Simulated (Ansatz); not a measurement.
SnPbSe2:
```cif
data_Pb3Se6Sn3
_chemical_formula_sum 'Sn3 Pb3 Se6'
_space_group_name_H-M_alt 'R-3m :H'
_space_group_IT_number 166
_space_group_name_Hall '-R 3 2"'
_cell_length_a 4.25851
_cell_length_b 4.25851
_cell_length_c 20.88588
_cell_angle_alpha 90.000
_cell_angle_beta 90.000
_cell_angle_gamma 120.000
loop_
_atom_site_label
_atom_site_type_symbol
_atom_site_symmetry_multiplicity
_atom_site_Wyckoff_symbol
_atom_site_fract_x
_atom_site_fract_y
_atom_site_fract_z
_atom_site_occupancy
Sn1 Sn 3 b 0.00000 0.00000 0.50000 1
Pb1 Pb 3 a 0.00000 0.00000 0.00000 1
Se1 Se 6 c 0.00000 0.00000 0.24722 1
```
(The calculation used a cell of 4 atoms; values per cell refer to that cell.)

Relaxed with PBEsol. PBEsol (plane waves, PAW; program Ansatz) gives no gap.

Q: What gap does HSE06 give on the same cell (Ansatz, PAW)?

A: 0.04 eV. The hybrid was solved on a coarser mesh and at special points; its gap is the smallest among all of these. On such a mesh it can open a false gap in a semimetal.

```
k   v1 PBEsol  c1 PBEsol  v1 HSE06  c1 HSE06
--  ---------  ---------  --------  --------
Γ       -0.11       0.20     -0.02      0.05
T       -1.13       1.69         ?         ?
L       -2.17       2.61         ?         ?
F       -0.12       0.21      0.00      0.04
S0      -0.91       1.19         ?         ?
H0      -1.48       1.99         ?         ?
```

Q: Top valence (v1) and lowest conduction level (c1) in eV from each method's valence maximum (which need not be a listed point): supply the withheld HSE06 values.

A: 
- T, v1 HSE06: -1.41
- T, c1 HSE06: 1.91
- L, v1 HSE06: -2.61
- L, c1 HSE06: 2.90
- S0, v1 HSE06: -1.32
- S0, c1 HSE06: 1.38
- H0, v1 HSE06: -1.88
- H0, c1 HSE06: 2.21

Cost on shared cores: the PBEsol run (SCF on a 11×11×11 mesh, then bands and DOS) very roughly 2.3 core-minutes, the HSE06 run (SCF on 6×6×6, then a few points) roughly 14 core-minutes; the tasks are unlike.

The first step of the workflow began from a Materials Project structure, measured or hypothetical; the Crystallography Open Database copy checked does not list it. With Sn and Pb taken as one species the cell has the higher symmetry Fm-3m, so it may be an ordered model of a mixed-site phase. Its standing as an ambient phase is unchecked. Symmetry was held in the PBEsol relaxation; of distortions, only those at the zone centre were tested. Scalar-relativistic: spin–orbit coupling is off unless named, which matters more the heavier the elements.

Potentials: the later of the program's two PAW sets.
